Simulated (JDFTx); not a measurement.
All numbers are PBE, GBRV ultrasoft potentials, plane waves to 20/100 Ha results from JDFTx (a modified build), not measurements. Ge(111) slabs (Fd-3m, lattice of mp-32, not re-optimised; (1×1) cell, 6×6×1 k mesh, no spin polarisation) with every dangling bond capped by H, relaxed in vacuum within the start's symmetry. d is the distance between the outermost substrate planes. The ionisation potential is minus the valence edge against vacuum. The edges are semilocal Kohn-Sham levels of this thin slab, taken over the k mesh, and may belong to surface states. Spin-orbit coupling is left out, which can move the edges for the heavier elements here.

```
planes  d (Å)  1/d (Å⁻¹)  ionisation potential (eV)
------  -----  ---------  -------------------------
4        4.08     0.2454                       4.51
6        7.35     0.1360                   withheld
8       10.63     0.0941                       4.36
10      13.91     0.0719                       4.33
```

Task: Fit y = A/d + y∞ to the other rows by least squares, predict the withheld value, and compare with the run.

Result: The fit gives A (eV Å) = 1.02, y∞ (eV) = 4.26, with a root-mean-square miss of 0.003 eV on its own rows. It predicts 4.40 eV; the run gives 4.43 eV, a miss of 0.03 eV.
